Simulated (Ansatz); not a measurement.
A trial form of Si4BW

Theory: DFT PBE, scalar-relativistic, plane waves, PAW (Ansatz). Cutoff 420 eV, Gaussian smearing, Γ-centred meshes. Cell and atoms relax first on a coarse mesh and then on a finer one. In between, the cell is made exact in the group found at 0.06 Å. In metals the finer mesh still leaves noise of several meV/atom or more. The steps can't lower the symmetry of their start. No spin polarisation.

Recipe of this trial structure of Si4BW: random cell by space group and Wyckoff sites (P6/mmm, No. 191). Its size is a rough estimate.

```xyz
6
Lattice="3.6685 0.0000 0.0000 -1.8342 3.1770 0.0000 0.0000 0.0000 7.8529" Properties=species:S:1:pos:R:3 pbc="T T T"
Si    0.0000    2.1180    2.6126
Si    0.0000    2.1180    5.2403
Si    1.8342    1.0590    5.2403
Si    1.8342    1.0590    2.6126
B     0.0000    0.0000    3.9264
W     0.0000    0.0000    0.0000
```

Energies over the elements count from the elements' standard structures at the same level, with no fitted energy shifts.

Q: Where does the relaxation end?

A: The symmetry stays P6/mmm (No. 191). The volume per atom shrinks by 13.0 %, from 15.3 to 13.3 Å³. The shortest distance goes from 2.12 Å (Si–Si) to 2.36 Å (Si–Si). The ratio c/a of the conventional cell changes by a factor of 0.50. The energy falls by about 1.3 eV/atom (the start's value is from the coarse mesh). Conventional cell: a = 4.404 Å, c = 4.740 Å. Si has 2 Si at 2.36–2.38 Å, 3 Si at 2.54 Å, 3 B at 2.80 Å and 3 W at 2.81 Å; B is surrounded by 2 W at 2.37 Å and 12 Si at 2.80 Å; W has 2 B at 2.37 Å and 12 Si at 2.81 Å.

```
CELL_PARAMETERS angstrom
4.40449 0.00000 0.00000
-2.20224 3.81440 0.00000
0.00000 0.00000 4.74028
ATOMIC_POSITIONS crystal
Si 0.33333 0.66667 0.25061
Si 0.33333 0.66667 0.74939
Si 0.66667 0.33333 0.74939
Si 0.66667 0.33333 0.25061
B 0.00000 0.00000 0.50000
W 0.00000 0.00000 0.00000
```

Q: Give its energy and gap.

A:

| Property | Result |
| --- | --- |
| Formation energy | +0.56 eV/atom |
| Gap on the 12×12×8 mesh of the 6-atom cell | 0 eV (a metal) |

A positive value: parting into the elements would lower its energy.

The last run used Gaussian smearing of 0.10 eV. These runs have no spin–orbit coupling, which can matter for W. The cell is a metal run without spin; a magnetic state may lie lower. A structure relaxed within its symmetry needn't be a true minimum. Another cell of Si4BW relaxed alike, in P4/m, lies 0.31 eV/atom lower, so this cell isn't the stable form at this level.
